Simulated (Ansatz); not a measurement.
**What DFT gives for ZrCo$_{6}$Ge$_{6}$**

```xyz
13
Lattice="2.7546 4.3784 0.0439 -2.4540 4.2049 0.0708 -0.0415 0.1022 8.1729" Properties=species:S:1:pos:R:3 pbc="T T T"
Ge    0.1158    2.9244    8.1356
Ge    0.1264    5.6625    0.1239
Ge   -0.0039    0.1990    2.7796
Ge    0.2600    8.6290    5.4924
Zr   -0.0487    0.1599    8.0606
Co    0.2406    4.2709    2.1120
Co    1.2719    2.2464    2.1780
Co   -1.1540    2.3334    2.2810
Co    1.3636    6.5794    6.1248
Co   -1.0620    6.4462    6.0740
Co    0.0091    4.3554    6.1221
Ge    0.1005    3.0133    4.1025
Ge    0.1710    5.7186    4.2204
```

The numbers come from plane-wave PAW DFT (Ansatz): m-r2SCAN, no spin polarisation, 500 eV, 4×4×3 (shifted by 0.5, 0, 0.5 steps) k points, fermi-dirac occupations (width 0.1 eV). Nothing was relaxed.

(1) What do density and ELF say about some of the short contacts?

(2) Which atom feels the largest force, and which way?

(3) Metal or insulator?

(4) What does the stress say?

Origin: a strained cell with displaced atoms, so it need not be a known compound. Caveats: no spin polarisation, so a magnetic state may lie lower; the k mesh is coarse if the cell is a metal; atoms or cell far from equilibrium; m-r2SCAN is r2SCAN with a changed spin dependence that lowers moments.

## Answers

(1) Co–Co at 2.27 Å: least valence density 0.50 e/Å³ and ELF 0.29 there. Co–Ge at 2.31 Å: least valence density 0.52 e/Å³ and ELF 0.41 there. Ge–Ge at 2.60 Å: least valence density 0.43 e/Å³ and ELF 0.81 there. These are pseudo-fields; inside the PAW spheres they differ from the all-electron ones.

(2) The largest is on Co6: 2.05 eV/Å, components (-0.14, 1.95, -0.64). It makes 152° with the line to a nearest neighbour, Co7 at 2.27 Å, pointing away from it.

(3) It is a metal on this mesh, though the bands barely overlap, with about 9.6 states/eV a cell as the mean within 0.25 eV of the Fermi level, mostly Co d (69 %) and Ge p (13 %).

(4) The pressure is -9.2 GPa (compression positive), so with the atoms held at these fractions the cell would first shrink; the forces are large, so a full relaxation may end otherwise. The principal stresses -17.0, -11.6, 1.0 GPa differ, so its shape would change too.
